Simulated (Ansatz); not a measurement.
## Zone-centre phonons of TaN at 20 GPa: input and output

Theory: DFT LDA, scalar-relativistic, plane waves, PAW in Ansatz 0.2.0.

Launched with:
```bash
ansatz run input.yaml --threads 1 --pin off --max-ram 3072MiB --backend cpu --events-out ev --progress --plain --runs-dir out
```

Input (bare energies are in eV):
```yaml
crystal:
  lattice:
    - [0.0, 2.1401714749, 2.1401714749]
    - [2.1401714749, 0.0, 2.1401714749]
    - [2.1401714749, 2.1401714749, 0.0]
  atoms:
    - { symbol: Ta, position: [0.5, 0.5, 0.5] }
    - { symbol: "N", position: [0.0, 0.0, 0.0] }
basis:
  ecutwfc: 420
kpoints:
  mp_grid: { grid: [16, 16, 16] }
hamiltonian:
  xc: lda
scf:
  occupations: { method: fermi_dirac, width: 0.15 }
output:
  eigenvalues: true
phonons:
  method: dfpt
  eigenvectors: true
```

The end of the output:
```
--- Phonons (Γ-DFPT): 2 representative perturbations + reference, on 349 of 4096 k-points (Σ response iterations 6) ---
  k mesh reduced under 8 symmetry operations, with k and −k counted as one. Each operation leaves every solved perturbation unchanged. A smaller set is not used because it would not reduce the number of displacements ...
  ASR residual: 7.153e-4 → 0.000e0 eV/Å²; symmetrization residual: 1.293e-6 eV/Å²
  ASR residual per site (eV/Å²): 7.15e-4 2.86e-4
  Γ frequencies (cm⁻¹): 0.00 0.00 0.00 485.32 485.32 485.32
  non-analytic LO–TO correction: not included (Born effective charges unavailable; polar crystals: no LO–TO splitting at Γ)
```

The run took 59 s on 1 thread of Intel(R) Xeon(R) Processor @ 2.50GHz (Skylake/Cascade Lake) (shared host), peak memory 0.6 GiB.

In a metal, frequencies and elastic constants depend on the k mesh and the smearing, soft modes and shear constants most. Spin–orbit coupling is left out, which can shift energies with elements as heavy as these. Other phases may be more stable at this pressure.

This rock-salt form isn't the usual stable structure of the compound at low pressure.